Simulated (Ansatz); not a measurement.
Nb:
```yaml
crystal:
  lattice:
    - [2.83185, 0.00000, 0.00000]
    - [-1.41593, 2.45246, 0.00000]
    - [0.00000, 0.00000, 5.19179]
  atoms:
    - { symbol: Nb, position: [0.33333, 0.66667, 0.25000] }
    - { symbol: Nb, position: [0.66667, 0.33333, 0.75000] }
```

Relaxed with PBEsol. Special points in fractions of this cell's reciprocal vectors: Γ (0.000, 0.000, 0.000); M (0.500, 0.000, 0.000); K (0.333, 0.333, 0.000); A (0.000, 0.000, 0.500); L (0.500, 0.000, 0.500); H (0.333, 0.333, 0.500).

Problem. List the band energies nearest the Fermi level at these points for DFT-PBEsol in the program Ansatz with PAW potentials.

Solution. In eV from the Fermi level; about four levels below and three above (degenerate sets whole), none deeper than 8.9 eV; points with the same levels are listed once.

| k | below | above |
|---|---|---|
| Γ | -6.28 -4.00 -1.08 | 0.30 0.30 0.51 |
| M | -3.80 -3.43 -3.42 -0.60 | 0.35 0.37 0.73 |
| K | -1.46 -1.46 -1.27 -0.72 -0.72 | 0.94 3.12 3.40 3.40 |
| A | -4.67 -4.67 -1.31 -1.31 | 0.37 0.37 0.37 0.37 |
| L | -3.97 -3.97 -2.53 -2.53 | 2.19 2.19 2.27 2.27 |
| H | -1.83 -1.83 -0.36 -0.36 | 1.15 1.15 4.44 4.44 |

Space group P6_3/mmc (hcp (Mg type)). The start of the workflow was typed in or built on a structure type; the Crystallography Open Database copy checked does not list it. It is not the phase usual at ambient conditions (space group No. 229). The cell was relaxed with PBEsol under the symmetry of its start; its stability against distortions is not shown here. The run is not spin-polarised. Spin–orbit coupling is left out wherever it is not named.

Potentials: the later of the program's two PAW sets.
